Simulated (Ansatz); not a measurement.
System: AlN (zinc blende type), 2 atoms in the cell.

Level of theory: Ansatz, HSE06, plane waves, PAW datasets (earlier set, tuned by hand).

Cutoff 900 eV; exchange singularity: regularized; k-mesh 6×6×6 Γ-centred; Fermi–Dirac smearing of 0.02 eV; no spin polarisation.

```xyz
2
Lattice="0.0000 2.2000 2.2000 2.2000 0.0000 2.2000 2.2000 2.2000 0.0000" Properties=species:S:1:pos:R:3 pbc="T T T"
Al    0.0000    0.0000    0.0000
N     1.1000    1.1000    1.1000
```

(1) What pressure does the calculation give?

Results:

(1) The pressure is -4.82 GPa, so at these settings the cell is stretched and would shrink.

The stress includes the program's correction for the finite plane-wave basis.

This cubic structure is a model: it isn't the usual form of the substance at ambient conditions, and such phases are metastable or hypothetical.
